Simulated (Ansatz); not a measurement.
An Ansatz input:

```yaml
crystal:
  lattice:
    - [0.0, 3.4316107946, 3.4316107946]
    - [3.4316107946, 0.0, 3.4316107946]
    - [3.4316107946, 3.4316107946, 0.0]
  atoms:
    - { symbol: Mg, position: [0.125, 0.125, 0.125] }
    - { symbol: Mg, position: [0.875, 0.875, 0.875] }
hamiltonian:
  xc: r2scan0
  pseudopotentials:
    kind: paw
    azcp:
      Mg: "pseudopotentials/Mg.paw.azcp"
basis:
  ecutwfc: 500
  fft_grid_basis: typed
kpoints:
  mp_grid: { grid: [4, 4, 4], shift: [0, 0, 0] }
magnetization:
  spin_polarized: false
scf:
  occupations: { method: fermi_dirac, width: 0.1 }
output:
  write_density: true
  write_potential: true
  elf: true
  volumetric_format: npy
```

and its output:

```
Engine: ansatz 0.2.0, aarch64-unknown-linux-gnu
Pseudopotentials: kind: paw
Pseudopotential: Mg, paw, valence charge 10, recommended cutoff 500 eV (meta_gga) 
Functional definition: r2SCAN0
  parameter a = 0.25
  parameter k0 = 0.174
  parameter k1 = 0.065
  parameter a1 = 4.9479
  exchange = (1 - a)*r2scan_x(k0 = k0, k1 = k1, a1 = a1) + a*exact_x
  correlation = r2scan_c
Crystal: 2 atoms, lattice volume = 80.821 Å³
Basis set: ecut = 500 eV, 2085 PW (Γ), exchange–correlation on 144×144×144 points (64 copies of the dense FFT grid, shifted against one another)
Bands: 14, of which v1, the nominal top of the filled ones, is band 10 counted from 1 (9 counted from 0)
Symmetry: 48 space group operations
Space group: Fd-3m (ITA 227), of the structure as read, at distance tolerance 4.3e-5 Å
k-points: 8 of 64
Non-local potential: Mg, projectors of the file, l = 0: 3, l = 1: 2, l = 2: 1
PAW form: soft (Blöchl's): semilocal exchange-correlation on the pseudo side does not see the compensation charge
PAW frozen core: Mg, regenerated for the run's functional, and the local potential with it (the file was generated under x = pbe(κ = 0.804, μ = 0.2195149727645171), c = pbe(β = 0.06672455060314922))
PAW one-centre angular grid: Mg, 302 points (default); XC on 224 Gauss nodes
Initial density: superposition of atomic densities (neutral atoms: chi_scale 0, normalization atom), corrected by the library's trained network
Initial wavefunctions: pseudopotential atomic-orbital guess
Functional: x = r2scan, c = r2scan; τ floored in thin density (d = 2e-4 eV/Å³), warm-up for x = 0.75 r2scan + 0.25 exact, c = r2scan; τ floored in thin density (d = 2e-4 eV/Å³)
SCF iter   1: F=—  HF=-3851.002622 eV  |F-HF|=—  |Δ(HF+E_count)|=         —  Δρ=5.52e-3  dr2=9.96e-3  dr2_τ=1.48e-4  ethr=1.77e-3  ⟨swp⟩=10.4  Hψ=612  notcnv=0
SCF iter   2: F=—  HF=-3850.999970 eV  |F-HF|=—  |Δ(HF+E_count)|=   2.65e-3  Δρ=2.24e-3  dr2=3.46e-3  dr2_τ=8.22e-5  ethr=4.98e-5  ⟨swp⟩=3.9  Hψ=316  notcnv=0
SCF iter   3: F=—  HF=-3851.000495 eV  |F-HF|=—  |Δ(HF+E_count)|=   5.25e-4  Δρ=7.72e-4  dr2=1.32e-3  dr2_τ=7.54e-6  ethr=1.73e-5  ⟨swp⟩=2.8  Hψ=205  notcnv=0
iter 4 solved again at ethr=4.33e-7 eV; its pass at ethr=6.62e-6 eV (dr2=8.65e-5 eV) is discarded
SCF iter   4: F=—  HF=-3851.000642 eV  |F-HF|=—  |Δ(HF+E_count)|=   1.47e-4  Δρ=2.55e-4  dr2=8.76e-5  dr2_τ=1.63e-6  ethr=4.33e-7  ⟨swp⟩=2.1  Hψ=420  notcnv=0  defer=1
SCF iter   5: F=—  HF=-3851.000671 eV  |F-HF|=—  |Δ(HF+E_count)|=   2.88e-5  Δρ=6.86e-5  dr2=3.78e-6  dr2_τ=4.86e-8  ethr=4.33e-7  ⟨swp⟩=3.4  Hψ=222  notcnv=0
SCF iter   6: F=—  HF=-3851.000676 eV  |F-HF|=—  |Δ(HF+E_count)|=   4.80e-6  Δρ=1.67e-5  dr2=2.81e-7  dr2_τ=4.56e-9  ethr=1.89e-8  ⟨swp⟩=3.9  Hψ=261  notcnv=0
SCF iter   7: F=—  HF=-3851.000676 eV  |F-HF|=—  |Δ(HF+E_count)|=   3.20e-7  Δρ=2.12e-6  dr2=6.46e-9  dr2_τ=1.45e-10  ethr=1.40e-9  ⟨swp⟩=3.0  Hψ=234  notcnv=0
SCF iter   8: F=-3851.000676 eV  HF=-3851.000676 eV  |F-HF|=3.91e-10  |Δ(HF+E_count)|=   7.18e-9  Δρ=4.49e-7  dr2=1.59e-10  dr2_τ=1.99e-12  ethr=3.23e-11  ⟨swp⟩=3.4  Hψ=255  notcnv=0
SCF 1 converged in 8 iterations: F = -3851.000676 eV  dr2 = 1.59e-10
Initial density: handed on by an earlier stage of this run
Initial wavefunctions: those handed on with the density
Functional: x = 0.75 r2scan + 0.25 exact, c = r2scan; τ floored in thin density (d = 2e-4 eV/Å³)
Frozen-core exchange: fock
iter 1 solved again at ethr=8.05e-6 eV; its pass at ethr=1.00e-1 eV (dr2=1.61e-3 eV) is discarded
SCF iter   1: F=—  HF=-3850.444384 eV  |F-HF|=—  |Δ(HF+E_count)|=         —  Δρ=1.29e-3  dr2=3.22e-3  dr2_τ=1.80e-5  ethr=8.05e-6  ⟨swp⟩=4.8  Hψ=612  notcnv=0
SCF iter   2: F=—  HF=-3850.443686 eV  |F-HF|=—  |Δ(HF+E_count)|=   6.98e-4  Δρ=4.87e-4  dr2=1.62e-3  dr2_τ=6.50e-6  ethr=8.05e-6  ⟨swp⟩=2.0  Hψ=194  notcnv=0
SCF iter   3: F=—  HF=-3850.443641 eV  |F-HF|=—  |Δ(HF+E_count)|=   4.46e-5  Δρ=2.86e-5  dr2=1.26e-3  dr2_τ=3.83e-8  ethr=1.73e-6  ⟨swp⟩=3.0  Hψ=212  notcnv=0
SCF iter   4: F=—  HF=-3850.448856 eV  |F-HF|=—  |Δ(HF+E_count)|=   5.22e-3  Δρ=1.84e-4  dr2=9.83e-5  dr2_τ=4.42e-8  ethr=4.75e-9  ⟨swp⟩=4.8  Hψ=426  notcnv=0
SCF iter   5: F=—  HF=-3850.448839 eV  |F-HF|=—  |Δ(HF+E_count)|=   1.71e-5  Δρ=1.44e-5  dr2=3.94e-5  dr2_τ=1.67e-8  ethr=4.75e-9  ⟨swp⟩=4.1  Hψ=309  notcnv=0
SCF iter   6: F=-3850.449046 eV  HF=-3850.449047 eV  |F-HF|=1.31e-6  |Δ(HF+E_count)|=   2.07e-4  Δρ=4.15e-5  dr2=4.21e-6  dr2_τ=2.81e-9  ethr=2.65e-10  ⟨swp⟩=4.6  Hψ=404  notcnv=0
SCF 2 stopped early in 6 iterations: F = -3850.449046 eV  dr2 = 4.21e-6
hybrid outer 1: dexx = +6.548e-3 eV, tail = 3.46e-5 eV
Frozen-core exchange: fock
SCF iter   1: F=—  HF=-3850.449119 eV  |F-HF|=—  |Δ(HF+E_count)|=         —  Δρ=3.23e-5  dr2=1.14e-6  dr2_τ=7.03e-9  ethr=8.65e-7  ⟨swp⟩=2.1  Hψ=225  notcnv=0
iter 2 solved again at ethr=3.94e-11 eV; its pass at ethr=1.45e-9 eV (dr2=7.89e-9 eV) is discarded
SCF iter   2: F=—  HF=-3850.449118 eV  |F-HF|=—  |Δ(HF+E_count)|=   2.13e-7  Δρ=2.55e-6  dr2=8.57e-7  dr2_τ=3.35e-10  ethr=3.94e-11  ⟨swp⟩=2.8  Hψ=558  notcnv=0  defer=1
SCF iter   3: F=-3850.449144 eV  HF=-3850.449144 eV  |F-HF|=3.45e-9  |Δ(HF+E_count)|=   2.54e-5  Δρ=2.45e-6  dr2=1.72e-8  dr2_τ=2.73e-11  ethr=3.91e-11  ⟨swp⟩=4.4  Hψ=360  notcnv=0
SCF 3 converged in 3 iterations: F = -3850.449144 eV  dr2 = 1.72e-8
hybrid outer 2: dexx = +1.703e-7 eV, tail = 3.83e-8 eV, Δε = 4.02e-3 eV (about 3.70e-4 eV left of the loop's levels)
hybrid SCF converged: 2 outer / 9 inner (+8 warm-up), last move |dexx| = 1.70e-7 eV, tail = 3.83e-8 eV
Stability not checked: this state was not tested for a lower state beside it, because the functional holds exact exchange (a hybrid, or Hartree-Fock), whose exchange loop this test does not read (fock_operator; see scf.lower_state_search)
Free energy (F): -3850.449144 eV
Frozen-core exchange: fock
Harris-Foulkes:  -3850.449144 eV  (|F-HF|=3.45e-9)
Internal energy: -3850.421811 eV  (E = F + TS)
E sigma→0 (E₀):  -3850.435477 eV
Entropy (-TS):   -0.027333 eV (-13.666 meV/atom)
Fermi energy:    1.970228 eV
--- Per-component energies (eV) ---
  E_band       = -892.274614
  E_kinetic    = 145.739118
  E_local      = -3824.406140  (includes V_loc(G=0)·N_el)
  E_nonlocal   = 191.813991
  E_hartree    = 1409.119757
  E_xc         = -39.012202
  E_vxc        = -55.938630  (∫ρ·V_xc dr)
  E_exx        = -109.569036  (= α·E_x^exact, valence–valence)
  E_paw        = -493.802433  (= ΣΔE_a)
  E_vpaw       = 48.003263  (= ΣTr[D̂ρ^β])
  E_aug_tail   = -0.000002  (compensation charges beyond the density's cutoff)
  E_vtau       = 3.410434  (kinetic-family band-sum trace: ∫τ·v_τ [+ j·A + Jᵃ·Aᵃ] dr)
  E_ewald      = -1130.197839
  E_core_change = -0.107024  (= ΣΔE_core)
  E_smearing   = -0.027333  (= −TS)
  E_closure    = -0.000000  (closes the sum)
  Σ components = -3850.449144   (vs F -3850.449144, Δ=4.55e-13)
--- Band table (eV; the first three rows and the last of 8) ---
  k-point 0: bands = ["-82.6920", "-82.6871", "-46.4569", "-46.4569", "-46.4569", "-46.4384", "-46.4384", "-46.4384", "-4.6140", "5.9495", "5.9495", "5.9495", "6.9778"]
  k-point 1: bands = ["-82.6915", "-82.6876", "-46.4579", "-46.4579", "-46.4566", "-46.4389", "-46.4374", "-46.4374", "-3.9188", "2.4493", "5.2124", "5.2124", "6.9309"]
  k-point 2: bands = ["-82.6907", "-82.6883", "-46.4589", "-46.4589", "-46.4563", "-46.4394", "-46.4366", "-46.4366", "-2.4209", "-0.8288", "4.9096", "4.9096", "6.6461"]
  k-point 7: bands = ["-82.6895", "-82.6895", "-46.4608", "-46.4608", "-46.4479", "-46.4479", "-46.4348", "-46.4348", "-0.6918", "-0.6918", "1.5421", "1.5421", "7.9147"]
  guard bands above this table: 1 of the run's 14 bands, where the rule asks 2: the bands that hold charge and the lowest empty level above them stay in the table. The solve was not asked for them (output.publish_guard_bands: true or output.eigenvalues: true publishes all)
```

Command:

```sh
ansatz run input.yaml --threads 4 --pin off --max-ram 8192MiB --backend cpu --events-out ev --progress --plain --runs-dir out
```

On 4 threads of Arm Neoverse V1 (shared host) this took about 4.5 s of wall time and 15 s of CPU time, with 1 GiB at the peak.
